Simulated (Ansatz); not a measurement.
Cell and atoms are relaxed with the symmetry kept. Start:

```cif
data_structure
_symmetry_space_group_name_H-M 'Fm-3m'
_symmetry_Int_Tables_number 225
_cell_length_a 3.9424
_cell_length_b 3.9424
_cell_length_c 3.9424
_cell_angle_alpha 90.000
_cell_angle_beta 90.000
_cell_angle_gamma 90.000
_cell_volume 61.27
loop_
_atom_site_label
_atom_site_type_symbol
_atom_site_symmetry_multiplicity
_atom_site_Wyckoff_symbol
_atom_site_fract_x
_atom_site_fract_y
_atom_site_fract_z
_atom_site_occupancy
Pd1 Pd 4 a 0.00000 0.00000 0.00000 1
```

All numbers below come from DFT PBEsol, scalar-relativistic, plane waves, PAW (Ansatz 0.2.0).

Cutoff 420 eV; k points 18×18×18 on the computed 1-atom cell (Γ-centred); Gaussian smearing, width 0.10 eV; no spin polarisation.

Task: What does it relax to?

Result: The volume falls by 0.77 Å³/atom to 14.54 Å³/atom, and the energy falls by 23.4 meV/atom. Final structure:
```cif
data_structure
_symmetry_space_group_name_H-M 'Fm-3m'
_symmetry_Int_Tables_number 225
_cell_length_a 3.8748
_cell_length_b 3.8748
_cell_length_c 3.8748
_cell_angle_alpha 90.000
_cell_angle_beta 90.000
_cell_angle_gamma 90.000
_cell_volume 58.18
loop_
_atom_site_label
_atom_site_type_symbol
_atom_site_symmetry_multiplicity
_atom_site_Wyckoff_symbol
_atom_site_fract_x
_atom_site_fract_y
_atom_site_fract_z
_atom_site_occupancy
Pd1 Pd 4 a 0.00000 0.00000 0.00000 1
```

Cost: 1 run of about 0.21 core-minutes, on Arm Neoverse V2 (shared hosts).